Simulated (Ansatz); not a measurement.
ZnWO4:
```
ZnWO4
1.0
    4.67442     0.00000     0.00000
    0.00000     5.72485     0.00000
   -0.04835     0.00000     4.91246
Zn W O
2 2 8
Direct
  0.50000   0.67954   0.75000
  0.50000   0.32046   0.25000
  0.00000   0.18299   0.75000
  0.00000   0.81701   0.25000
  0.78323   0.10599   0.06353
  0.21677   0.89401   0.93647
  0.21677   0.10599   0.43647
  0.78323   0.89401   0.56353
  0.74379   0.37600   0.59694
  0.25621   0.62400   0.40306
  0.25621   0.37600   0.90306
  0.74379   0.62400   0.09694
```

Cartesian axes are those of the cell as given.

### Question
Give the high-frequency dielectric tensor and the Born effective charge tensors of the independent atoms from DFPT, the program Ansatz at the r²SCAN level (PAW).

### Answer

ε∞:
```
4.75  0.00  0.09
0.00  4.62  0.00
0.09  0.00  5.32
```
Z* of atom 1 (Zn), rows: field, columns: displacement, in e:
```
3.36  0.00  0.06
0.00  2.62  0.00
0.02  0.00  2.63
```
Z* of atom 3 (W), rows: field, columns: displacement, in e:
```
5.17  0.00  0.16
0.00  5.82  0.00
0.27  0.00  7.55
```
Z* of atom 5 (O), rows: field, columns: displacement, in e:
```
-1.88   0.34   0.72
 0.27  -1.95   0.74
 0.84   0.97  -3.24
```
Z* of atom 9 (O), rows: field, columns: displacement, in e:
```
-2.38   1.16  -0.83
 1.32  -2.28   0.71
-0.99   0.56  -1.85
```

Static charges for comparison (Bader): Zn1 +1.46, W3 +3.11, O5 -1.19, O9 -1.10 e. Born charges measure polarisation by displacement and can exceed these by far.

Space group P2/c. The first step of the workflow began from a Materials Project structure, measured or hypothetical; the Crystallography Open Database files this formula in space group No. 13, but the cells were not matched. Whether it is the stable phase at ambient conditions was not checked. Symmetry was held in the r²SCAN relaxation; its stability against distortions is not shown here. No spin polarisation was allowed. No Hubbard U is applied. Spin–orbit coupling is left out wherever it is not named.

Potentials: the later of the program's two PAW sets.
